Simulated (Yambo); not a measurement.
A BSE run in Yambo for Sr2FeH6 (space group Fm-3m, No. 225) (PBEsol bands; 8×8×8 mesh, 3 valence and 6 conduction bands, static screening with 58 bands and a 3 Ry block, scissor 1.20 eV, Tamm-Dancoff; field along x) gives:

```tsv
state	energy (eV)	states within 2 meV	relative strength	class
1	1.25	3	< 0.01	dark
2	1.77	3	< 0.01	dark
3	2.07	3	< 0.01	dark
4	2.07	2	< 0.01	dark
5	2.09	1	< 0.01	dark
```

Q: What changes when the mesh is changed to 4×4×4 (with 9 valence and 14 conduction bands)?

A: The lowest state goes from 1.252 eV to 1.229 eV, and its distance below the direct gap from 1.098 eV to 1.121 eV. These are vertical excitations (zero momentum). The scissor comes from a G0W0 run whose convergence isn't established.

Geometry of the Materials Project entry, not relaxed at this level; primitive cell a = 5.2434 Å, b = 5.2434 Å, c = 5.2434 Å, α = 60.00°, β = 60.00°, γ = 60.00°.

The structure is a Materials Project entry; no match was found in the copy of COD used, and its stability was not checked.

The runs are not spin-polarised; magnetic order was not tried.
